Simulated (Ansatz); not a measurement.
# Ionic part of the dielectric constant of YP, mode by mode

Level of theory: DFT PBEsol, spin-orbit coupling, plane waves, PAW in Ansatz 0.2.0. Cutoff 420 eV, 8×8×8 k-points (Γ-centred), fixed occupations. Spin–orbit coupling included, no magnetic order. Phonons by linear response, acoustic sum rule imposed.

It takes space group F-43m (No. 216, cubic). The conventional cell has a = 6.225 Å, b = 6.225 Å, c = 6.225 Å, α = 90.00°, β = 90.00°, γ = 90.00°. Y (site symmetry -43m) has 4 P at 2.70 Å as nearest neighbours. P (site symmetry -43m) is surrounded by 4 Y at 2.70 Å.

The cell is the ideal cubic zincblende prototype; whether it is the stable structure of this composition wasn't checked.

The primitive cell has V = 60.30 Å³ and ε∞,xx = 7.330. Each polar mode adds Δε = (4.92064×10⁷/V)·S/ν² along x, with S its oscillator strength in e²/amu, ν in cm⁻¹ and V in Å³.

**Question.** From these modes, find each Δε and ε0,xx.
```
ν (cm⁻¹) S_xx (e²/amu)
   281.2         0.3607
```

**Answer.**
```csv
ν (cm⁻¹),Δε
281.2,3.72
```

The sum is 3.721, so ε0,xx = 11.05; the run's tensor has 11.05.

**Question.** Where do the longitudinal modes lie for a wave vector along x?

**Answer.** At 345 cm⁻¹. The Lyddane–Sachs–Teller product Π(ν_LO/ν_TO)² = 1.51 matches ε0/ε∞ = 1.51.

Cost: 1 run of about 7.4 core-minutes, on Intel Xeon Processor @ 2.50GHz (Skylake/Cascade Lake) (shared hosts).